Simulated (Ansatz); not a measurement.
BAs in space group P6_222 (No. 180; B on 3d, As on 3c), the program Ansatz at the PBEsol level (PAW). The conduction-band minimum lies at M, with 3 equivalent valleys. Second derivatives d²E/dk² of the lowest band at one valley (eV·Å²), along Cartesian directions:

```
direction  d²E/dk²
---------  -------
[100]        23.63
[010]        24.29
[001]        39.68
[110]        23.95
[101]        31.68
[011]        31.81
```

Question: Find the principal effective masses, the density-of-states mass and the conductivity mass.

Answer: Off-diagonal terms follow from H_xy = H[110] − (H_xx + H_yy)/2, and m*/mₑ = 7.620 eV·Å² over each eigenvalue: 0.19, 0.31, 0.32. One valley's DOS mass (m₁m₂m₃)^(1/3) = 0.27, conductivity mass 3/(Σ 1/mᵢ) = 0.26 mₑ.

Question: What effective density of states Nc follows at 300 K for parabolic valleys?

Answer: Nc = 2.509e19 × 3 × (0.27)^(3/2) ≈ 1.1e19 cm⁻³.

Question: With the computed static dielectric constant 16.1 (mean of the diagonal), estimate a hydrogenic donor's binding energy and radius.

Answer: E = 13.606 eV × 0.26/16.1² ≈ 14 meV; a = 0.529 Å × ε/m* ≈ 33 Å. Semilocal masses tend to be too small where the gap is.

The start of the workflow was typed in or built on a structure type; neither database checked (COD, Materials Project) lists it. It is not the phase usual at ambient conditions (space group No. 216). The PBEsol relaxation kept the symmetry of its start; of distortions, only those at the zone centre were tested. Its formation energy is positive at this level, so the cell may be metastable or incomplete. Scalar-relativistic: spin–orbit coupling is off unless named, which matters more the heavier the elements.

Potentials: the later of the program's two PAW sets.
